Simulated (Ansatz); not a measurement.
Mg2Si (antifluorite type, space group Fm-3m)

```
CELL_PARAMETERS angstrom
      0.00000     3.18221     3.18221
      3.18221     0.00000     3.18221
      3.18221     3.18221     0.00000
ATOMIC_POSITIONS crystal
  Si 0.00000 0.00000 0.00000
  Mg 0.25000 0.25000 0.25000
  Mg 0.75000 0.75000 0.75000
```

The relaxed cell is deformed in two ways at once: its volume V is scaled, and at that volume it is stretched along z (the c axis of the conventional cell) so that c/a changes. Fractional atomic positions are held.

Level of theory: PBE (plane waves to 420 eV, PAW, scalar-relativistic; Ansatz, a quantum-chemistry and plane-wave program). k mesh 9×9×9 (Γ-centred), Fermi-Dirac smearing 0.05 eV. Compression counts positive. As the smearing reaches across the gap at some points, the response to shear is sensitive to the k mesh, so small differences along c/a are uncertain. Mg2Si was relaxed with its symmetry unable to fall. The PAW data are Ansatz's earlier set.

At one point of the scan the stress tensor (GPa) is:

```
   -3.1      0.0      0.0
    0.0     -3.1      0.0
    0.0      0.0      0.4
```

**Question.** Which point is it?
A. V/V₀ = 1.040, (c/a)/(c/a)₀ = 0.920
B. V/V₀ = 1.040, (c/a)/(c/a)₀ = 0.960
C. V/V₀ = 1.000, (c/a)/(c/a)₀ = 0.920
D. V/V₀ = 1.040, (c/a)/(c/a)₀ = 1.040

**Answer.** B, V/V₀ = 1.040, (c/a)/(c/a)₀ = 0.960

(A scan under strain: stresses follow from slopes of the energy per volume, elastic moduli from its curvatures.)
